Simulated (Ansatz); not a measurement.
Here is the system:

MoS2:
```
CELL_PARAMETERS angstrom
      1.56318     0.90250     5.99107
     -1.56318     0.90250     5.99107
      0.00000    -1.80501     5.99107
ATOMIC_POSITIONS crystal
  Mo 0.99976 0.99976 0.99976
  S  0.41948 0.41948 0.41948
  S  0.24678 0.24678 0.24678
```

This is the LDA-relaxed structure. Tensor components refer to the Cartesian frame of this cell.

### Question
All from the program Ansatz at the LDA level (PAW), unless another level is named. Estimate the piezoelectric stress constants (proper, relaxed ions, C/m²).

### Answer
e15 = e24 = 0.05, e16 = e21 = 0.62, e22 = -0.62, e33 = 0.16.

### Question
What about the Debye temperature from the elastic constants?

### Answer
375 K.

Space group R3m. Symmetry was held in the LDA relaxation; of distortions, only those at the zone centre were tested. The run is not spin-polarised. A crystal of weakly bound layers computed without a dispersion correction: the cell and the soft elastic constants depend strongly on that.

Potentials: the earlier of the program's two PAW sets.
